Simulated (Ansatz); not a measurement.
MgRh (CsCl type, Pm-3m) at seven volumes, LDA in the plane-wave PAW code Ansatz, scaled uniformly. One row is withheld.

```csv
V (Å³/atom),P (GPa)
12.878,16.32
13.303,9.95
13.727,4.56
14.152,0.00
14.577,-3.88
15.001,?
15.426,-9.94
```

Question: Fit the shown pressures and predict the withheld one.

Answer: P = (3/2)B₀(x^(7/2) − x^(5/2))[1 + (3/4)(B′ − 4)(x − 1)] with x = (V₀/V)^(2/3). Least squares on the six rows gives V₀ = 14.152 Å³/atom, B₀ = 140 GPa, B′ = 4.50. At V = 15.001, x = 0.9619 and P = -7.16 GPa. The run itself gave -7.16 GPa.

The workflow started from a Materials Project entry (that database holds measured and hypothetical structures alike); the Crystallography Open Database files this formula in space group No. 221, but the cells were not matched. Whether it is the stable phase at ambient conditions was not checked. The cell was relaxed with LDA under the symmetry of its start; of distortions, only those at the zone centre were tested. The run is not spin-polarised.

Potentials: the later of the program's two PAW sets.
